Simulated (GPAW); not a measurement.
**Equation of state of Sn3Se under PBE**

Symmetry: Fm-3m, No. 225, cubic system. The conventional cell has a = 7.466 Å, b = 7.466 Å, c = 7.466 Å, α = 90.00°, β = 90.00°, γ = 90.00°. Sn (site symmetry m-3m) is surrounded by 8 Sn at 3.23 Å. Sn (site symmetry -43m) has 4 Sn at 3.23 Å and 4 Se at 3.23 Å as nearest neighbours. Around Se (site symmetry m-3m) lie 8 Sn at 3.23 Å.

The cell comes from a database or a generator and needn't be the stable form of this composition.

The cell was scaled at fixed shape and fractions and run with GPAW, GPAW PAW data sets (gpaw-data 1.2.1), cutoff 600 eV; PBE, k mesh 6 × 6 × 6 on the cell of 4 atoms, fermi-dirac occupations of 0.05 eV, no spin polarisation, no spin-orbit coupling. Energies are those that the program minimises, any entropy of the smearing included. For a metal such a mesh isn't converged to the digits shown.

```csv
V (Å³/atom),energy over the lowest row (meV/atom)
24.4523,11.746
24.9726,?
25.4928,0.281
26.0131,0.000
26.5334,2.813
27.0536,8.356
27.5739,16.330
```

Q: Fit the third-order Birch-Murnaghan form, give V0, B0 and B′, and predict the energy left open.

A: With y = (V0/V)^(2/3), E = E0 + (9 V0 B0/16) [(y - 1)³ B′ + (y - 1)² (6 - 4y)]. Least squares through the rows shown give V0 = 25.7949 Å³/atom, E0 = -0.279 meV, B0 = 49.56 GPa (1 eV/Å³ = 160.218 GPa) and B′ = 4.99, with a largest miss of 0.003 meV. At V = 24.9726 the form with these constants gives 4.046 meV; the run gave 4.046 meV an atom.
